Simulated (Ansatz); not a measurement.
AlN:
```
AlN
1.0
    3.13027     0.00000     0.00000
   -1.56513     2.71089     0.00000
    0.00000     0.00000     5.01808
Al N
2 2
Cartesian
  1.56513   0.90363   0.01691
  0.00000   1.80726   2.52595
  1.56513   0.90363   3.12039
  0.00000   1.80726   0.61135
```

Relaxed with PBE. Special points in fractions of this cell's reciprocal vectors: Γ (0.000, 0.000, 0.000); M (0.500, 0.000, 0.000); K (0.333, 0.333, 0.000); A (0.000, 0.000, 0.500); L (0.500, 0.000, 0.500); H (0.333, 0.333, 0.500).

Q: List the band energies nearest the valence-band maximum at these points for PBE (plane waves, PAW; program Ansatz).

A: In eV from the valence-band maximum; about four levels below and three above (degenerate sets whole), none deeper than 8.9 eV; points with the same levels are listed once.

| k | below | above |
|---|---|---|
| Γ | -0.84 -0.84 -0.20 -0.20 0.00 | 4.03 6.51 10.45 |
| M | -3.29 -2.05 -1.74 -0.68 | 5.76 5.77 8.02 |
| K | -3.75 -3.75 -2.41 -2.34 -2.34 | 5.05 8.27 9.54 9.54 |
| A | -0.53 -0.53 -0.53 -0.53 | 6.31 6.31 10.18 10.18 |
| L | -1.44 -1.44 -1.34 -1.34 | 5.25 5.25 9.15 9.15 |
| H | -3.78 -3.78 -0.79 -0.79 | 7.35 7.35 7.71 7.71 |

Space group P6_3mc (wurtzite). The PBE relaxation kept the symmetry of its start; phonons on a q-mesh show no instability.

Potentials: the later of the program's two PAW sets.
